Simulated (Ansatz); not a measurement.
# What DFT gives for CoReB

```xyz
12
Lattice="5.6357 0.0000 0.0000 0.0000 3.2140 0.0000 0.0000 0.0000 6.5398" Properties=species:S:1:pos:R:3 pbc="T T T"
Re    0.1184    0.8035    1.1772
Re    2.6995    2.4105    4.4470
Re    2.9362    0.8035    2.0927
Re    5.5174    2.4105    5.3626
Co    0.8003    0.8035    3.6688
Co    2.0176    2.4105    0.3989
Co    3.6181    0.8035    6.1408
Co    4.8355    2.4105    2.8710
B     4.3113    0.8035    4.0743
B     4.1423    2.4105    0.8044
B     1.4935    0.8035    5.7354
B     1.3244    2.4105    2.4655
```

Single point in Ansatz 0.2.0 with r2SCAN, no spin polarisation. Cutoff 500 eV, PAW datasets, 5×9×5 Γ-centred k mesh, fermi-dirac filling (width 0.1 eV).

(1) Which atom feels the largest force, and which way?

(2) Metal or insulator?

(3) Give the Bader charges.

(4) What is the formation energy?

(5) What does the stress say?

Origin: a database entry at a rescaled volume. Caveats: no spin polarisation, so a magnetic state may lie lower.

Results:

(1) The largest is on Re2 (and as large on other atoms): 1.27 eV/Å, components (-0.63, 0.00, -1.11). It makes 102° with the line to a nearest neighbour, B9 at 2.31 Å.

(2) It is a metal, with about 8.9 states/eV a cell as the mean within 0.25 eV of the Fermi level, mostly Co d (48 %) and Re d (46 %).

(3) Bader charges in e: Co +0.00, Re +0.51, B -0.52. In the mean Re gives up most and B takes most.

(4) -0.20 eV an atom against the elements' usual phases (free molecules for gases, crystals otherwise, with no correction for O₂ or N₂), so it is bound against them; other compounds may still compete. Relaxing would lower it.

(5) The pressure is -2.9 GPa (compression positive), so with the atoms held at these fractions the cell would first shrink; the forces are large, so a full relaxation may end otherwise. The principal stresses -6.3, -2.6, 0.1 GPa differ, so its shape would change too.
